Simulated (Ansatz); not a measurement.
SiS2 (SiS2 type, space group Ibam)

```yaml
crystal:
  lattice:
    - [-2.90113, 4.94798, 2.77258]
    - [2.90113, -4.94798, 2.77258]
    - [2.90113, 4.94798, -2.77258]
  atoms:
    - { symbol: S, position: [0.88524, 0.80031, 0.68556] }
    - { symbol: S, position: [0.38524, 0.69969, 0.08493] }
    - { symbol: S, position: [0.61476, 0.30031, 0.91507] }
    - { symbol: S, position: [0.11476, 0.19969, 0.31444] }
    - { symbol: Si, position: [0.75000, 0.75000, 0.00000] }
    - { symbol: Si, position: [0.25000, 0.25000, 0.00000] }
```

The slice is a (100) plane (indices of the conventional cell) through the point (0.615, 0.300, 0.915) (fractional), spanned by u = [110] and v = [101] in vectors of this cell: u (5.55 Å) and v (9.90 Å, at 90° to u). It covers one period; positions are fractions (u, v).

Level of theory: r2SCAN (plane waves to 500 eV, PAW, scalar-relativistic; Ansatz, a program for electronic structure). k mesh 8×8×8. Near the nuclei the fields are pseudised (PAW); where an atom keeps semicore shells as valence, they peak there. SiS2 was relaxed with its symmetry unable to fall.

Q: Predict the map of the valence electron density on the slice.

A: 
```
|@@@@%**+++++**%@@@|
|@@@%##*******##%@@|
|@@%%###########%%@|
|######%%%%%%%#####|
|****##%@@@@@%##***|
|+++*#%@@@@@@@%#*++|
|===+*#@@@+@@@#*+==|
|--=+*#%@@%@@%#*+=-|
|---=+*%@@@@@%*+=--|
|=====*#%@@@%#*====|
|++===+*##%##*+===+|
|***+==++***++==+**|
|%%#*+=========+*#%|
|@@%#+=-------=+#%@|
|@@@#*+--:::--+*#@@|
|@@@%*+=-----=+*%@@|
|@@@%*+=======+*%@@|
|@@%#*+++++++++*#%@|
|%%#**++*****++**#%|
|#***+**#####**+***|
|+++++*#%%@%%#*++++|
|====+*#%@@@%#*+===|
|---=+*%@@@@@%*+=--|
|::--+*%@@@@@%*+--:|
|----=*#%@@@%#*=---|
|===-=+*#%%%#*+=-==|
|*++===+*###*+===++|
|##*+===+++++===+*#|
|@%%#+=========+#%%|
|@@@%*+=-----=+*%@@|
|@@@%#*==---==*#%@@|
| @@@#*+=====+*#@@@|
```
Scale: ten equal steps from -3.00 (start of ' ') to 0.08 (end of '@'), in the order ' .:-=+*#%@'. Values: log₁₀ of the valence density in e/Å³. The map has 18 points along u (one character each, u = 0 at the left) and 32 along v (v = 0 in the bottom row). The scale is logarithmic, as a density can span decades between atoms and voids; values under 0.001 e/Å³ are set to 0.001.
